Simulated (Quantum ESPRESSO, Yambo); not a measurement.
For K₂NaYF₆ (space group Fm-3m, No. 225), Yambo gives the independent-particle static dielectric constant along x as 2.11 on PBEsol bands and 1.87 after a scissor of 3.72 eV widens every gap (4×4×4 mesh, 143 bands, 3 Ry local-field block, 0.2 eV broadening).

A scissor keeps the position matrix elements. In a one-oscillator model, how does ε − 1 scale, and what mean transition energy do the two values imply?

Each transition adds |r|²/E to ε − 1, so ε − 1 ∝ 1/(E0 + Δ). Then (1.87 − 1)/(2.11 − 1) = E0/(E0 + Δ) = 0.784, and E0 = Δ(ε' − 1)/(ε − ε') = 13.5 eV. The computed Im ε, weighted by 1/E up to 20 eV, has its mean at 11.7 eV; the smallest direct PBEsol gap is 6.16 eV. The scissor comes from a G0W0 run whose convergence isn't established. Convergence of the RPA response with its 4×4×4 mesh was not tested.

Bands from Quantum ESPRESSO.

Geometry of the Materials Project entry, not relaxed at this level; primitive cell a = b = c = 6.3050 Å, α = β = γ = 60.00°.

The structure is a Materials Project entry; no match was found in the copy of COD used, and its stability was not checked.
